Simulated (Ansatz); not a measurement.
Course of a relaxation: Al₆TeP₂

A trial structure of Al₆TeP₂ was built thus: random cell by space group and Wyckoff sites (P6/mmm, No. 191). Its size is a rough estimate.

```
CELL_PARAMETERS angstrom
4.48054 0.00000 0.00000
-2.24027 3.88026 0.00000
0.00000 0.00000 7.19918
ATOMIC_POSITIONS crystal
Al 0.77631 0.00000 0.50000
Al 0.00000 0.77631 0.50000
Al 0.22369 0.22369 0.50000
Al 0.22369 0.00000 0.50000
Al 0.00000 0.22369 0.50000
Al 0.77631 0.77631 0.50000
Te 0.00000 0.00000 0.00000
P 0.00000 0.00000 0.32848
P 0.00000 0.00000 0.67152
```

The calculation used DFT PBE, scalar-relativistic, plane waves, PAW in Ansatz. Cutoff 420 eV, Gaussian smearing, Γ-centred meshes. Cell and atoms relax first on a coarse mesh and then on a finer one. In between, the cell is made exact in the group found at 0.06 Å. In metals the finer mesh still leaves noise of several meV/atom or more. The steps can't lower the symmetry of their start. No spin polarisation.

Steps on the 6×6×4 mesh (9 atoms, 22 steps). The free energy counts from the last step; some steps are skipped; the plane-wave basis is renewed at times, which shifts energy and pressure.

| step | ΔF (meV/atom) | V (Å³/atom) | P (GPa) | largest force component (eV/Å) |
| --- | --- | --- | --- | --- |
| 1 | 36441.4 | 13.91 | 486.94 | 143.656 |
| 2 | 20394.6 | 15.52 | 262.42 | 77.847 |
| 3 | 11157.6 | 17.33 | 167.25 | 39.366 |
| 4 | 6847.3 | 19.03 | 119.07 | 14.762 |
| 5 | 4983.6 | 20.84 | 88.40 | 4.666 |
| 7 | 2826.2 | 24.92 | 46.60 | 1.943 |
| 8 | 2135.8 | 26.90 | 32.13 | 0.454 |
| 9 | 1654.2 | 28.89 | 20.09 | 0.269 |
| 10 | 1366.3 | 30.93 | 9.91 | 0.068 |
| 11 | 1249.6 | 32.45 | 1.70 | 0.442 |
| 12 | 1244.8 | 32.77 | -0.10 | 0.086 |
| 13 | 1244.7 | 32.75 | -0.03 | 0.024 |
| 14 | 505.5 | 32.75 | 14.19 | 0.130 |
| 15 | 283.0 | 35.37 | 9.10 | 0.182 |
| 16 | 134.8 | 38.10 | 5.30 | 0.249 |
| 18 | 14.7 | 43.09 | 0.64 | 0.087 |
| 19 | 11.1 | 43.85 | 0.02 | 0.004 |
| 20 | 0.7 | 43.85 | 0.26 | 0.010 |
| 21 | 0.0 | 44.12 | 0.03 | 0.014 |
| 22 | 0.0 | 44.12 | 0.03 | 0.014 |

The relaxed structure, after a last relaxation on the converged mesh:

Space group P6/mmm (No. 191). a = 7.681 Å, b = 7.681 Å, c = 7.772 Å, α = 90.00°, β = 90.00°, γ = 120.00°
```json
{"atom": "Al", "site": "6k", "symmetry": "m2m", "x": "0.6761", "y": "0.0000", "z": "0.5000"}
{"atom": "Te", "site": "1a", "symmetry": "6/mmm", "x": "0.0000", "y": "0.0000", "z": "0.0000"}
{"atom": "P", "site": "2e", "symmetry": "6mm", "x": "0.0000", "y": "0.0000", "z": "0.3386"}
```

The symmetry stays P6/mmm (No. 191). The volume per atom grows by 217.3 %, from 13.9 to 44.1 Å³. The shortest distance goes from 1.00 Å (Al–Al) to 2.49 Å (Al–Al). The ratio c/a of the conventional cell changes by a factor of 0.63. The energy falls by about 36.5 eV/atom (the start's value is from the coarse mesh). Al is surrounded by 2 Al at 2.49 Å, 1 Al at 2.70 Å and 2 P at 2.79 Å; Te is surrounded by 2 P at 2.63 Å; around P lie 1 P at 2.51 Å, 1 Te at 2.63 Å and 6 Al at 2.79 Å.

- Volume per atom: 44.12 Å³
- Density: 1.47 g/cm³
- Formation energy: +0.62 eV/atom
- Gap on the 6×6×6 mesh of the 9-atom cell: 0 eV (a metal)

Formation energies are uncorrected and refer to the elements' standard structures at the same level. The references include black phosphorus.

The last run used Gaussian smearing of 0.10 eV. Spin–orbit coupling, which can matter for Te, is left out. The reference forms of P and Te are held partly by dispersion forces, which this level lacks. A structure relaxed within its symmetry needn't be a true minimum. In all, the 3 runs took 3.4 min on 1 thread of Intel(R) Xeon(R) 6975P-C (Granite Rapids), on a shared host.
